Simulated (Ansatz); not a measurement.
**From the elastic tensor of TePd to moduli and sound speeds**

Computed with DFT LDA, scalar-relativistic, plane waves, PAW in Ansatz. Plane waves to 420 eV; Γ-centred k mesh 12×12×8; Fermi-Dirac smearing of 0.15 eV. No spin polarisation.

It takes space group P6_3/mmc (No. 194, hexagonal). Conventional cell: a = 4.132 Å, b = 4.132 Å, c = 5.562 Å, α = 90.00°, β = 90.00°, γ = 120.00°. Te (site symmetry -6m2) is surrounded by 6 Pd at 2.76 Å. Around Pd (site symmetry -3m) lie 6 Te at 2.76 Å and 2 Pd at 2.78 Å.

In a metal, frequencies and elastic constants depend on the k mesh and the smearing, soft modes and shear constants most.

Relaxed-ion constants (GPa, on the Cartesian axes of the calculation):
C11 = 162.7, C12 = 118.7, C13 = 94.3, C22 = 162.7, C23 = 94.3, C33 = 183.6, C44 = 23.7, C55 = 23.7, C66 = 22.0 GPa; the others vanish.

Density 9.450 g/cm³; 4 atoms in 82.24 Å³.

The values that follow are for a polycrystal of randomly turned grains, by Hill's mean where one number stands.

With S = C⁻¹: B_V = (C11+C22+C33+2(C12+C13+C23))/9, G_V = (C11+C22+C33−C12−C13−C23+3(C44+C55+C66))/15, 1/B_R = S11+S22+S33+2(S12+S13+S23), 15/G_R = 4(S11+S22+S33−S12−S13−S23)+3(S44+S55+S66); Hill is their mean. Then v_l = √((B+4G/3)/ρ), v_t = √(G/ρ), v_m = [(2/v_t³+1/v_l³)/3]^(−1/3) and Θ = (ħ/k_B)·v_m·(6π²n/V)^(1/3) for n atoms in the volume V; E = 9BG/(3B+G), ν = (3B−2G)/(2(3B+G)) and A^U = 5G_V/G_R + B_V/B_R − 6.

* Bulk modulus, Voigt / Reuss / Hill: 124.8 / 124.8 / 124.8 GPa
* Shear modulus, Voigt / Reuss / Hill: 27.3 / 25.3 / 26.3 GPa
* Young's modulus: 74 GPa
* Poisson ratio: 0.402
* Pugh ratio B/G: 4.74 (over 1.75, the rule of thumb for ductile)
* Universal anisotropy index: 0.40
* Longitudinal and transverse sound speeds: 4113 and 1669 m/s
* Debye temperature from the mean sound speed: 205 K

Cost: 1 run of about 11 core-minutes, on Arm Neoverse V1 (shared hosts).